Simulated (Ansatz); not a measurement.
Given:

Te2Pd:
```cif
data_Pd3Te6
_chemical_formula_sum 'Pd3 Te6'
_space_group_name_H-M_alt 'R-3m :H'
_space_group_IT_number 166
_space_group_name_Hall '-R 3 2"'
_cell_length_a 3.88867
_cell_length_b 3.88867
_cell_length_c 16.90227
_cell_angle_alpha 90.000
_cell_angle_beta 90.000
_cell_angle_gamma 120.000
loop_
_atom_site_label
_atom_site_type_symbol
_atom_site_symmetry_multiplicity
_atom_site_Wyckoff_symbol
_atom_site_fract_x
_atom_site_fract_y
_atom_site_fract_z
_atom_site_occupancy
Pd1 Pd 3 a 0.00000 0.00000 0.00000 1
Te1 Te 6 c 0.00000 0.00000 0.24916 1
```
(The calculation used a cell of 3 atoms; values per cell refer to that cell.)

This is the LDA-relaxed structure.

Problem. All from LDA in the plane-wave PAW code Ansatz, unless another level is named. Give the highest zone-centre frequency.

Solution. 193 cm^-1.

Problem. Give the bulk modulus (Birch–Murnaghan fit).

Solution. 41.2 GPa.

A made-up cell: these elements were put on the sites of a structure type; neither database checked (COD, Materials Project) lists it. COD files the formula under space group No. 164. Its standing as an ambient phase is unchecked. Symmetry was held in the LDA relaxation; its stability against distortions is not shown here. No spin polarisation was allowed. A crystal of weakly bound layers computed without a dispersion correction: the cell and the soft elastic constants depend strongly on that. As this level gives no gap, phonon frequencies hold no LO–TO term and depend on the k-mesh and smearing (Fermi–Dirac, 0.1 eV here). Spin–orbit coupling is left out wherever it is not named.

Potentials: the later of the program's two PAW sets.
